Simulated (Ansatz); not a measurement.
Input and output for LaGeIr: DFT, PBEsol, PAW with Ansatz's default frozen-core files, scalar-relativistic (Ansatz 0.2.0). This run: product relaxed.

The cell is Materials Project entry mp-1077512, used as a structure alone.

Command: `ansatz run input.yaml --threads 2 --pin off --max-ram 5120MiB --backend cpu --events-out ev --progress --plain --runs-dir out` It took 3.2 min on 2 threads of Intel(R) Xeon(R) 6975P-C (Granite Rapids), on a shared host, peak memory 0.93 GiB.

```yaml
crystal:
  lattice:
    - [-2.18739307, 2.18739307, 7.1175032]
    - [2.18739307, -2.18739307, 7.1175032]
    - [2.18739307, 2.18739307, -7.1175032]
  atoms:
    - { symbol: La, position: [0.24433169, 0.74433169, 0.5] }
    - { symbol: La, position: [0.49433169, 0.49433169, 0.0] }
    - { symbol: Ge, position: [0.66547311, 0.16547311, 0.5] }
    - { symbol: Ge, position: [0.91547311, 0.91547311, 0.0] }
    - { symbol: Ir, position: [0.8381952, 0.3381952, 0.5] }
    - { symbol: Ir, position: [0.0881952, 0.0881952, 0.0] }
kpoints:
  mp_grid: { grid: [11, 11, 11] }
scf:
  occupations: { method: fermi_dirac, width: 0.05 }
hamiltonian:
  xc: pbesol
  pseudopotentials: { kind: paw }
output:
  forces: true
  stress: true
  eigenvalues: true
relax:
  f_tol: 0.005
  max_steps: 50
  cell: {}
```

Output:

```
basis.fft_grid_basis auto: the FFT boxes are laid along the combinations [[1, 0, 1], [0, 1, 1], [0, 0, 1]] of the cell's own vectors, 4.375, 4.375 and 7.761 Å long. The dense box has 30×30×54 points. Along the cell's own vectors, as sized, it would have 54×54×54, 3.24 times as many. Of the 8 symmetry operations that the crystal satisfies within crystal.symmetry.tolerance (time reversal apart; of a slab, those that keep its plane) the dense box along the cell's own vectors carries 8, and the one as laid loses 6 of those. basis.fft_grid_basis: typed keeps the cell's own vectors: state it where this run's energies or levels are differenced outside the engine with another run's, or held beside a run that keeps those vectors.
Engine: ansatz 0.2.0
Pseudopotentials: kind: paw
Pseudopotential: La, paw, valence charge 11, recommended cutoff 420 eV (normal), La.paw.azcp
Pseudopotential: Ge, paw, valence charge 14, recommended cutoff 420 eV (normal), Ge.paw.azcp
Pseudopotential: Ir, paw, valence charge 17, recommended cutoff 420 eV (normal), Ir.paw.azcp
Functional definition: PBEsol
  exchange = pbesol_x
  correlation = pbesol_c
Crystal: 6 atoms, lattice volume = 136.220 Å³
Basis set: ecut = 420 eV, 2679 PW (Γ), FFT grids on a1+a3, a2+a3, a3, exchange–correlation on 60×60×108 points (8 copies of the dense FFT grid, shifted against one another)
Bands: 51, of which v1, the nominal top of the filled ones, is band 42 counted from 1 (41 counted from 0)
Symmetry: 8 space group operations
Space group: I41md (ITA 109), of the structure as read, at distance tolerance 5.1e-5 Å
k-points: 126 of 1331 (time reversal used)
Non-local potential: La, projectors of the file, l = 0: 3, l = 1: 2, l = 2: 2, l = 3: 3
Non-local potential: Ge, projectors of the file, l = 0: 2, l = 1: 2, l = 2: 3, l = 3: 1
Non-local potential: Ir, projectors of the file, l = 0: 3, l = 1: 2, l = 2: 2, l = 3: 1
PAW form: soft (Blöchl's): semilocal exchange-correlation on the pseudo side does not see the compensation charge
PAW frozen core: La, regenerated for the run's functional, and the local potential with it (the file was generated under x = pbe(κ = 0.804, μ = 0.2195149727645171), c = pbe(β = 0.06672455060314922))
PAW frozen core: Ge, regenerated for the run's functional, and the local potential with it (the file was generated under x = pbe(κ = 0.804, μ = 0.2195149727645171), c = pbe(β = 0.06672455060314922))
PAW frozen core: Ir, regenerated for the run's functional, and the local potential with it (the file was generated under x = pbe(κ = 0.804, μ = 0.2195149727645171), c = pbe(β = 0.06672455060314922))
PAW one-centre angular grid: La, 590 points (default); XC on 64 Gauss nodes
PAW one-centre angular grid: Ge, 590 points (default); XC on 64 Gauss nodes
PAW one-centre angular grid: Ir, 590 points (default); XC on 64 Gauss nodes
Initial density: superposition of atomic densities (neutral atoms: chi_scale 0, normalization atom), corrected by the library's trained network
Initial wavefunctions: pseudopotential atomic-orbital guess
Functional: x = pbesol(κ = 0.804, μ = 0.12345679012345678), c = pbesol(β = 0.046)
SCF iter   1: F=—  HF=-44432.458660 eV  |F-HF|=—  |Δ(HF+E_count)|=         —  Δρ=4.58e-3  dr2=1.58e-2  ethr=1.77e-3  ⟨swp⟩=6.3  Hψ=22814  notcnv=0
preconditioner: auto → Kerker (q_TF=auto, 2.517 Å⁻¹)  [metal: Δε(μ)=0.012 eV  Ē_g=13.770 eV  σ=0.050 eV  W_gap=0.06  n_scr=32 (ndim 8)  ℏωp=25.5 eV  f_vac=0.000  D(μ)=2.55/eV (n_scr^D=12)]
SCF iter   2: F=—  HF=-44432.458296 eV  |F-HF|=—  |Δ(HF+E_count)|=   3.65e-4  Δρ=2.61e-3  dr2=6.74e-3  ethr=1.88e-5  ⟨swp⟩=3.1  Hψ=17893  notcnv=0  defer=113
SCF iter   3: F=—  HF=-44432.457566 eV  |F-HF|=—  |Δ(HF+E_count)|=   7.30e-4  Δρ=7.31e-4  dr2=1.06e-3  ethr=8.02e-6  ⟨swp⟩=2.1  Hψ=10642  notcnv=0  defer=113
SCF iter   4: F=—  HF=-44432.457209 eV  |F-HF|=—  |Δ(HF+E_count)|=   3.56e-4  Δρ=3.09e-4  dr2=2.18e-4  ethr=1.27e-6  ⟨swp⟩=2.0  Hψ=10269  notcnv=0  defer=113
SCF iter   5: F=—  HF=-44432.457183 eV  |F-HF|=—  |Δ(HF+E_count)|=   2.62e-5  Δρ=1.23e-4  dr2=3.36e-5  ethr=2.59e-7  ⟨swp⟩=2.2  Hψ=10163  notcnv=0  defer=113
SCF iter   6: F=—  HF=-44432.457180 eV  |F-HF|=—  |Δ(HF+E_count)|=   3.12e-6  Δρ=4.22e-5  dr2=3.49e-6  ethr=4.00e-8  ⟨swp⟩=2.4  Hψ=10278  notcnv=0  defer=113
SCF iter   7: F=—  HF=-44432.457179 eV  |F-HF|=—  |Δ(HF+E_count)|=   4.48e-7  Δρ=1.26e-5  dr2=3.24e-7  ethr=4.15e-9  ⟨swp⟩=2.0  Hψ=10370  notcnv=0  defer=113
SCF iter   8: F=-44432.457179 eV  HF=-44432.457179 eV  |F-HF|=4.23e-9  |Δ(HF+E_count)|=   5.25e-8  Δρ=2.18e-6  dr2=1.13e-8  ethr=1.19e-10  ⟨swp⟩=12.2  Hψ=29246  notcnv=0
SCF 1 converged in 8 iterations: F = -44432.457179 eV  dr2 = 1.13e-8
  greatest PAW one-centre occupation: 1.000 electrons in one spin orbital (limit 2), on the Ir atom at site 5 (counted from 0), in its partial waves of l = 0
relax step   1: F+E_penalty+E_count = -44432.45717939 eV  Δ(F+E_penalty+E_count) = +0.000e0 eV  max|allowed force component| = 1.661e-2 eV/Å  Δτ_max = 0.0000 Å  P = -2.952 GPa  Ω = 136.220 Å³  (8 SCF iters, dr2 threshold 1.00e-7 eV, accepted)
Crystal: 6 atoms, lattice volume = 130.017 Å³
Basis set: ecut = 420 eV, 2527 PW (Γ), FFT grids on a1+a3, a2+a3, a3, exchange–correlation on 60×60×108 points (8 copies of the dense FFT grid, shifted against one another)
Initial density: handed on by an earlier stage of this run
Initial wavefunctions: those handed on with the density
iter 1 solved again at ethr=4.50e-5 eV; its pass at ethr=3.10e-3 eV (dr2=3.78e-2 eV) is discarded
SCF iter   1: F=—  HF=-44432.477724 eV  |F-HF|=—  |Δ(HF+E_count)|=         —  Δρ=4.03e-3  dr2=3.98e-2  ethr=4.50e-5  ⟨swp⟩=2.0  Hψ=37007  notcnv=0
preconditioner: auto → Kerker (q_TF=auto, 2.537 Å⁻¹)  [metal: Δε(μ)=0.020 eV  Ē_g=13.901 eV  σ=0.050 eV  W_gap=0.10  n_scr=32 (ndim 8)  ℏωp=26.1 eV  f_vac=0.000  D(μ)=2.73/eV (n_scr^D=12)]
SCF iter   2: F=—  HF=-44432.472112 eV  |F-HF|=—  |Δ(HF+E_count)|=   5.61e-3  Δρ=1.52e-3  dr2=5.26e-3  ethr=4.50e-5  ⟨swp⟩=2.8  Hψ=9079  notcnv=0
SCF iter   3: F=—  HF=-44432.471382 eV  |F-HF|=—  |Δ(HF+E_count)|=   7.30e-4  Δρ=4.17e-4  dr2=2.31e-4  ethr=6.27e-6  ⟨swp⟩=2.0  Hψ=9482  notcnv=0
SCF iter   4: F=—  HF=-44432.471341 eV  |F-HF|=—  |Δ(HF+E_count)|=   4.12e-5  Δρ=1.11e-4  dr2=2.15e-5  ethr=2.75e-7  ⟨swp⟩=2.0  Hψ=11705  notcnv=0
SCF iter   5: F=—  HF=-44432.471335 eV  |F-HF|=—  |Δ(HF+E_count)|=   6.09e-6  Δρ=5.05e-5  dr2=4.64e-6  ethr=2.56e-8  ⟨swp⟩=2.0  Hψ=10438  notcnv=0
[... lines left out ...]
Internal energy: -44432.467588 eV  (E = F + TS)
E sigma→0 (E₀):  -44432.479650 eV
Entropy (-TS):   -0.024125 eV (-4.021 meV/atom)
Fermi energy:    14.278025 eV
--- Per-component energies (eV) ---
  E_band       = -654.823775
  E_kinetic    = 1858.860174
  E_local      = -9167.909690  (includes V_loc(G=0)·N_el)
  E_nonlocal   = 1192.179170
  E_hartree    = 3859.146032
  E_xc         = -961.274569
  E_vxc        = -1025.494299  (∫ρ·V_xc dr)
  E_paw        = -32796.519686  (= ΣΔE_a)
  E_vpaw       = -1230.752079  (= ΣTr[D̂ρ^β])
  E_aug_tail   = 0.000764  (compensation charges beyond the density's cutoff)
  E_ewald      = -8419.655244
  E_core_change = 2.705461  (= ΣΔE_core)
  E_smearing   = -0.024125  (= −TS)
  E_closure    = 0.000000  (closes the sum)
  Σ components = -44432.491712   (vs F -44432.491712, Δ=0.00e0)
--- Forces (eV/Å), atoms counted from 1 ---
  atom   1  La    -0.00000000     0.00000000     0.00038586
  atom   2  La     0.00000000     0.00000000     0.00038586
  atom   3  Ge    -0.00000000    -0.00000000    -0.00289029
  atom   4  Ge    -0.00000000     0.00000000    -0.00289029
  atom   5  Ir     0.00000000    -0.00000000     0.00250435
  atom   6  Ir     0.00000000     0.00000000     0.00250435
  max |Σ_I F_I| component: 1.57e-7 eV/Å
--- Stress (GPa, compression-positive) ---
       -0.006091       0.000000       0.000000
        0.000000      -0.006091       0.000000
        0.000000       0.000000       0.047270
  P = ⅓ Tr σ = 0.0117 GPa (0.117 kbar)
--- Band table (eV; the first three rows and the last of 126) ---
  k-point 0: bands = ["-77.2309", "-77.2308", "-34.2155", "-34.2116", "-34.2116", "-34.2113", "-33.9697", "-33.9697", "-17.9691", "-17.9230", "-9.7394", "-9.7364", "-9.7101", "-9.7101", "-9.7014", "-9.7003", "-9.6793", "-9.6669", "-9.6618", "-9.6618", "-2.1234", "-1.6568", "-1.6568", "-1.6028", "-1.6028", "-1.5459", "4.1660", "5.7051", "9.3855", "9.8754", "10.6280", "10.6280", "11.2028", "11.4179", "11.7632", "11.7632", "11.8142", "12.1915", "12.6199", "13.9193", "13.9193", "14.9113", "14.9887", "14.9887", "15.3527", "15.5715", "16.4946", "16.4946", "16.6885", "16.7986", "16.8087"]
  k-point 1: bands = ["-77.2309", "-77.2308", "-34.2154", "-34.2118", "-34.2117", "-34.2113", "-33.9698", "-33.9698", "-17.9656", "-17.9219", "-9.7389", "-9.7360", "-9.7103", "-9.7100", "-9.7015", "-9.7005", "-9.6793", "-9.6672", "-9.6627", "-9.6626", "-2.1004", "-1.6884", "-1.6803", "-1.6454", "-1.6203", "-1.5413", "4.3287", "5.7135", "9.4643", "9.9435", "10.4901", "10.6452", "11.2289", "11.3353", "11.6177", "11.7974", "12.1036", "12.1729", "12.5071", "13.5860", "13.8773", "14.7130", "14.7514", "15.4470", "15.4551", "15.5835", "16.4681", "16.5152", "16.6803", "16.7783", "16.7834"]
  k-point 2: bands = ["-77.2309", "-77.2308", "-34.2151", "-34.2122", "-34.2120", "-34.2114", "-33.9701", "-33.9701", "-17.9561", "-17.9195", "-9.7374", "-9.7349", "-9.7108", "-9.7097", "-9.7017", "-9.7007", "-9.6792", "-9.6681", "-9.6651", "-9.6649", "-2.0409", "-1.7678", "-1.7364", "-1.7306", "-1.6654", "-1.5438", "4.7204", "5.7277", "9.5645", "10.0946", "10.2880", "10.7785", "11.1421", "11.2112", "11.7446", "11.7820", "12.1132", "12.1389", "12.5824", "13.3100", "13.5084", "14.2694", "14.6776", "15.5036", "15.6536", "15.9974", "16.4222", "16.4989", "16.6452", "16.7355", "16.7383"]
  k-point 125: bands = ["-77.2308", "-77.2308", "-34.2135", "-34.2134", "-34.2117", "-34.2116", "-33.9698", "-33.9697", "-17.9452", "-17.9447", "-9.7379", "-9.7379", "-9.7101", "-9.7101", "-9.7010", "-9.7009", "-9.6732", "-9.6729", "-9.6627", "-9.6619", "-1.8673", "-1.8502", "-1.6969", "-1.6788", "-1.5962", "-1.5749", "4.9217", "4.9463", "9.5954", "9.7254", "10.4098", "10.4829", "11.4299", "11.5070", "11.8981", "11.9994", "12.0890", "12.1213", "13.1514", "13.3868", "13.8354", "13.9069", "14.8848", "14.9802", "15.5752", "15.6861", "16.5818", "16.5821", "16.6875", "16.7025", "16.7577"]
--- Relaxed structure (5 steps of the walk, 5 accepted, 1 SCFs on fresh bases) ---
  F+E_penalty+E_count = -44432.49171245 eV   max|allowed force component| = 2.890e-3 eV/Å   (the final SCF, on the basis selected at the relaxed cell)
  cell:  # Å, volume = 132.5517 Å³
    - [-2.1606080136794645, 2.1606080136794645, 7.09860918418042]
    - [2.1606080136794645, -2.1606080136794645, 7.09860918418042]
    - [2.1606080136794645, 2.1606080136794645, -7.09860918418042]
  atoms:
    - { symbol: La, position: [0.2450782289293744, 0.7450782289293744, 0.5] }
    - { symbol: La, position: [0.4950782289293744, 0.4950782289293744, 4.878241426473935e-34] }
    - { symbol: Ge, position: [0.6655880710235009, 0.1655880710235009, 0.5] }
    - { symbol: Ge, position: [0.9155880710235008, 0.9155880710235008, -1.003521077798734e-33] }
    - { symbol: Ir, position: [0.8373337000471246, 0.3373337000471245, 0.5000000000000001] }
    - { symbol: Ir, position: [0.08733370004712462, 0.08733370004712462, 6.706396805272645e-34] }
```

Next run (reactant 1 relaxed), as changes to the input before:

```diff
   lattice:
-    - [-2.18739307, 2.18739307, 7.1175032]
-    - [2.18739307, -2.18739307, 7.1175032]
-    - [2.18739307, 2.18739307, -7.1175032]
+    - [-2.160492, 2.160492, 7.840547]
+    - [2.160492, -2.160492, 7.840547]
+    - [2.160492, 2.160492, -7.840547]
   atoms:
-    - { symbol: La, position: [0.24433169, 0.74433169, 0.5] }
-    - { symbol: La, position: [0.49433169, 0.49433169, 0.0] }
-    - { symbol: Ge, position: [0.66547311, 0.16547311, 0.5] }
-    - { symbol: Ge, position: [0.91547311, 0.91547311, 0.0] }
-    - { symbol: Ir, position: [0.8381952, 0.3381952, 0.5] }
-    - { symbol: Ir, position: [0.0881952, 0.0881952, 0.0] }
+    - { symbol: La, position: [0.25, 0.75, 0.5] }
+    - { symbol: La, position: [0.5, 0.5, 0.0] }
+    - { symbol: Ge, position: [0.667876, 0.167876, 0.5] }
+    - { symbol: Ge, position: [0.082124, 0.082124, 0.0] }
+    - { symbol: Ge, position: [0.832124, 0.332124, 0.5] }
+    - { symbol: Ge, position: [0.917876, 0.917876, 0.0] }
 kpoints:
```

Command: `ansatz run input.yaml --threads 2 --pin off --max-ram 5120MiB --backend cpu --events-out ev --progress --plain --runs-dir out` It took 71 s on 2 threads of Intel(R) Xeon(R) 6975P-C (Granite Rapids), on a shared host, peak memory 0.92 GiB.

Results part of the output:

```
basis re-selected at this cell: Δ(F+E_penalty+E_count) = +7.243e-4 eV, ΔP = +0.003 GPa vs the last step (what re-selecting the basis moved, of the pressure what is left beyond the Pulay correction that the steps carried, after the strain that the cell walked since its last selection, with what the two solves' SCF thresholds leave and, on support functions, any second-order correction that the steps lacked; it is no measure of the basis error at this ecutwfc). This SCF's stress stands 4.48e-2 GPa from its target on what of the cell is left free (relax.cell.stress_tol is 5.00e-2 GPa) and its largest allowed force component is 1.54e-3 eV/Å (relax.f_tol is 5.00e-3 eV/Å): within both
SCF converged after 6 iterations
Free energy (F): -29340.958923 eV
Harris-Foulkes:  -29340.958923 eV  (|F-HF|=2.18e-11)
Internal energy: -29340.937988 eV  (E = F + TS)
E sigma→0 (E₀):  -29340.948455 eV
Entropy (-TS):   -0.020935 eV (-3.489 meV/atom)
Fermi energy:    11.806632 eV
--- Per-component energies (eV) ---
  E_band       = -485.592989
  E_kinetic    = 833.130899
  E_local      = -10261.723911  (includes V_loc(G=0)·N_el)
  E_nonlocal   = 1870.891750
  E_hartree    = 4502.717944
  E_xc         = -580.154566
  E_vxc        = -557.957321  (∫ρ·V_xc dr)
[... lines left out ...]
  k-point 1: bands = ["-20.8909", "-20.8711", "-12.8326", "-12.8133", "-12.7985", "-12.7387", "-12.7026", "-12.6817", "-12.6694", "-12.6642", "-12.6593", "-12.6520", "-12.6504", "-12.5988", "-12.5987", "-12.5732", "-12.5724", "-12.5616", "-12.5548", "-12.5392", "-12.5343", "-12.5211", "-4.9124", "-4.5748", "-4.5594", "-4.5579", "-4.5465", "-4.4976", "0.3020", "2.2604", "3.3172", "7.5934", "8.3692", "8.8210", "9.6002", "9.8103", "10.0141", "11.1413", "11.3979", "11.7637", "12.5008", "12.6284", "13.0355", "13.2776", "13.3079", "13.6350", "13.7846"]
  k-point 2: bands = ["-20.8822", "-20.8653", "-12.8418", "-12.8163", "-12.7793", "-12.7532", "-12.7225", "-12.6915", "-12.6687", "-12.6609", "-12.6474", "-12.6473", "-12.6457", "-12.5956", "-12.5943", "-12.5740", "-12.5717", "-12.5545", "-12.5539", "-12.5389", "-12.5330", "-12.5223", "-4.8486", "-4.6859", "-4.6320", "-4.6261", "-4.6073", "-4.4938", "0.7119", "2.3342", "3.4081", "6.7563", "7.6131", "8.5946", "9.0948", "10.0116", "10.4530", "11.0771", "11.7966", "11.8984", "11.9481", "12.3311", "13.3195", "13.4451", "13.6365", "13.6381", "13.7766"]
  k-point 125: bands = ["-20.8826", "-20.8822", "-12.8189", "-12.8121", "-12.7916", "-12.7816", "-12.6981", "-12.6888", "-12.6659", "-12.6648", "-12.6360", "-12.6331", "-12.6288", "-12.6279", "-12.5942", "-12.5916", "-12.5616", "-12.5602", "-12.5598", "-12.5597", "-12.5218", "-12.5210", "-4.7416", "-4.7300", "-4.5887", "-4.5562", "-4.5179", "-4.4845", "0.9054", "0.9313", "5.2901", "5.4247", "8.5479", "8.9978", "9.7458", "9.9694", "10.1836", "10.7591", "12.1453", "12.3116", "12.6984", "12.7474", "13.3246", "13.3812", "13.6067", "13.6209", "13.6977"]
--- Relaxed structure (4 steps of the walk, 4 accepted, 1 SCFs on fresh bases) ---
  F+E_penalty+E_count = -29340.95892289 eV   max|allowed force component| = 1.545e-3 eV/Å   (the final SCF, on the basis selected at the relaxed cell)
  cell:  # Å, volume = 139.6603 Å³
    - [-2.1242496420915367, 2.1242496420915367, 7.737524252080186]
    - [2.1242496420915367, -2.1242496420915367, 7.737524252080186]
    - [2.1242496420915367, 2.1242496420915367, -7.737524252080186]
  atoms:
    - { symbol: La, position: [0.24999999999999994, 0.7500000000000001, 0.5000000000000001] }
    - { symbol: La, position: [0.5, 0.5, -1.7212090725270951e-34] }
    - { symbol: Ge, position: [0.6681732512472001, 0.16817325124719984, 0.5000000000000001] }
    - { symbol: Ge, position: [0.08182674875280016, 0.08182674875280016, 4.194823163071015e-34] }
    - { symbol: Ge, position: [0.8318267487528002, 0.33182674875280016, 0.5] }
    - { symbol: Ge, position: [0.9181732512472, 0.9181732512472, 6.6448094985173215e-34] }
```

Spin–orbit coupling is left out, which matters for the heavy atoms. The PAW files were made under PBE.
